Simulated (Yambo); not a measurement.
Yambo run on Rh₂S₃ (corundum, space group R-3c, No. 167). The wavefunctions are PBEsol (Quantum ESPRESSO, PseudoDojo norm-conserving, 88 Ry, scalar-relativistic) ones on a 2×2×2 mesh (52 occupied bands); a = b = c = 6.2949 Å, α = β = γ = 56.77°.

Yambo input:

```
rim_cut
gw0
dyson
el_el_corr
HF_and_locXC
ppa
em1d
RandQpts= 1000000
RandGvec= 1 Ry
EXXRLvcs= 88 Ry
VXCRLvcs= 352 Ry
Chimod= "HARTREE"
% BndsRnXp
 17 | 214 |
%
NGsBlkXp= 8 Ry
% LongDrXp
 1.0 | 1.0 | 1.0 |
%
PPAPntXp= 27.2114 eV
% GbndRnge
 1 | 214 |
%
GTermKind= "BG"
DysSolver= "n"
ExtendOut
% QPkrange
 1 | 1 | 52 | 53 |
 3 | 3 | 53 | 53 |
%
```

k points by index: 1 = Γ, 3 = F.

Resulting energies as the program prints them:

```
#    K-point    Band    Eo [eV]    E [eV]    E-Eo [eV]    Vxc [eV]    Vnlxc [eV]    Sc|Eo [eV]    Sc|E [eV]    dSc/dw|Eo [eV]    Re(Z)    Im(Z)
#
    1    52    0.000000    -0.083255    -0.083255    -16.10194    -18.32628    2.117397    2.141085    -7.735226    0.778654    -0.001333
    1    53    0.633503    1.146876    0.513373    -19.97102    -16.82794    -2.475835    -2.629703    -8.154754    0.769416    -0.001447
    3    53    0.416799    1.058721    0.641923    -21.13674    -17.73879    -2.563144    -2.756033    -8.175765    0.768960    -0.001455
```
(The two width columns are left out.) Convergence of these settings isn't established.

Spin-orbit coupling is not included.

Geometry of the Materials Project entry, not relaxed at this level.

The structure is a Materials Project entry; no match was found in the copy of COD used, and its stability was not checked.
